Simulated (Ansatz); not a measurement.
**Stress against strain in Cd**

```yaml
crystal:
  lattice:
    - [2.97887, 0.00000, 0.00000]
    - [-1.48944, 2.57978, 0.00000]
    - [0.00000, 0.00000, 5.61765]
  atoms:
    - { symbol: Cd, position: [0.33333, 0.66667, 0.25000] }
    - { symbol: Cd, position: [0.66667, 0.33333, 0.75000] }
```

Atom numbers follow the list: Cd1, Cd2.

The cell is COD entry 9008490, as deposited and not checked against the literature; nothing was relaxed.

The calculation used Ansatz 0.2.0, DFT, PBEsol, all-electron LAPW, scalar-relativistic.

Numerical set-up: a Γ-centred 16×16×7 k mesh, Fermi–Dirac smearing of 0.05 eV, basis error target 1 meV/atom, no spin polarisation.

The strain is applied along the Cartesian axes of the cell as listed (the other components stay zero). Fractional coordinates are held (clamped ions).

σ is the change of stress from the unstrained cell, which is at -1.56 GPa; tension is positive, so slopes are stress–strain coefficients at that pressure. In a metal the k mesh adds noise.

Only quantities that a quadratic follows smoothly over the whole series are listed; rougher ones are left out.

```
εxx = εyy  σzz (GPa)  σxx (GPa)
  -0.0200      -1.43      -3.58
  -0.0100      -0.76      -1.60
   0.0000       0.00       0.00
   0.0200       1.40       2.31
```

Task: Fit the series and read off the stiffness at zero strain.

Result: Least-squares fits y = p0 + p1 x + p2 x² to the rows give σzz (GPa): p1 = 71.1, p2 = 6.8; σxx (GPa): p1 = 147, p2 = -1600. So C13 + C23 = 71 GPa and C11 + C12 = 147 GPa, for these axes.

Task: One run, at εxx = εyy = 0.0100, is withheld. Predict its row.

Result: The fits give 0.69, 1.32; the run gave 0.74, 1.30.
